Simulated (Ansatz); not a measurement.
**Elastic constants of HfOs at 5 GPa (stress–strain coefficients): input and output**

Level of theory: Ansatz 0.2.0, DFT LDA, scalar-relativistic, plane waves, PAW.

Launched with:
```bash
ansatz run input.yaml --threads 1 --pin off --max-ram 3072MiB --backend cpu --events-out ev --progress --plain --runs-dir out
```

Input (bare energies are in eV):
```yaml
crystal:
  lattice:
    - [3.1796588542, 0.0, 0.0]
    - [0.0, 3.1796588542, 0.0]
    - [0.0, 0.0, 3.1796588542]
  atoms:
    - { symbol: Hf, position: [0.0, 0.0, 0.0] }
    - { symbol: Os, position: [0.5, 0.5, 0.5] }
basis:
  ecutwfc: 420
kpoints:
  mp_grid: { grid: [14, 14, 14] }
hamiltonian:
  xc: lda
scf:
  occupations: { method: fermi_dirac, width: 0.15 }
output:
  forces: true
  stress: true
  eigenvalues: true
elastic:
  mode: relaxed_ion
  amplitude: 0.005
```

From the output:
```
--- Elastic constants: 2 strain directions × 4 members + reference (group order 48) ---
  dense FFT box of the reference and of every strained cell: 24×24×24
  strains applied: 11, 23; error gains: componentwise 1.00 (the most a stress slope's error grows in a printed constant), spectral 1.73 (1 for all six strains in a standard setting)
  C = ∂σ_k/∂η_j (tension-positive GPa; Voigt order 11 22 33 23 13 12):
       473.677    172.484    172.484     -0.000     -0.000     -0.000
       172.484    473.677    172.484     -0.000     -0.000     -0.000
       172.484    172.484    473.677     -0.000     -0.000     -0.000
        -0.000     -0.000      0.000    123.203      0.000      0.000
         0.000      0.000     -0.000      0.000    123.203      0.000
        -0.000     -0.000      0.000      0.000      0.000    123.203
  reference stress σ⁰ (GPa):     -5.002     -5.002     -5.002     -0.000     -0.000     -0.000
  C* (energy form; C + prestress term) asymmetry max|C*_kj − C*_jk| = 5.684e-14 GPa — a small one proves nothing (zero by symmetry where the batch's group is 432, −43m or m−3m); a large one is finite-difference/SCF noise where every solve ...
  moduli (Voigt/Reuss/Hill, GPa): K = 272.88/272.88/272.88   G = 134.16/132.87/133.52   E = 344.38   ν = 0.290
  mechanically stable: yes (min eigenvalue of sym C = 123.20 GPa)
  strain η (Voigt 11):  stress-route row diagonal C_11 = 473.68 GPa, energy-path curvature d²(F+E_count+ΔE)/dδ²/Ω₀ = 473.73 GPa
    cells at ±δ against ±2δ: C11 473.60 and 473.37 GPa, apart by 0.05 % of the column's largest entry
         δ    σ_11 (GPa) F (eV) n_scf n_hpsi n_pw
    -1.000e-2      -9.8911      -26596.6617183      10  166763    641   relax 0 steps, max|allowed force component| 9.47e-30 eV/Å
    -5.000e-3      -7.4085      -26596.6703897       6  136344    647   relax 0 steps, max|allowed force component| 1.01e-29 eV/Å
     5.000e-3      -2.6725      -26596.6804519       7  151156    655   relax 0 steps, max|allowed force component| 3.94e-30 eV/Å
     1.000e-2      -0.4236      -26596.6819986       8  140249    655   relax 0 steps, max|allowed force component| 0.00e0 eV/Å
  strain η (Voigt 23):  stress-route row diagonal C_44 = 123.20 GPa, energy-path curvature d²(F+E_count+ΔE)/dδ²/Ω₀ = 125.76 GPa
    cells at ±δ against ±2δ: C44 123.21 and 123.23 GPa, apart by 0.02 % of the column's largest entry
         δ    σ_23 (GPa) F (eV) n_scf n_hpsi n_pw
    -1.000e-2      -1.2323      -26596.6753476       9  246580    649   relax 0 steps, max|allowed force component| 1.18e-29 eV/Å
    -5.000e-3      -0.6160      -26596.6762933       5  212905    647   relax 0 steps, max|allowed force component| 7.89e-31 eV/Å
     5.000e-3       0.6160      -26596.6762933       5  210945    647   relax 0 steps, max|allowed force component| 3.16e-30 eV/Å
     1.000e-2       1.2323      -26596.6753476       8  228365    649   relax 0 steps, max|allowed force component| 1.26e-29 eV/Å
```

It took 2.5 min on 1 thread of Arm Neoverse V1, with other jobs on the host, peak memory 0.62 GiB.

In a metal, frequencies and elastic constants depend on the k mesh and the smearing, soft modes and shear constants most. Spin–orbit coupling is left out, which can shift energies with elements as heavy as these. Other phases may be more stable at this pressure.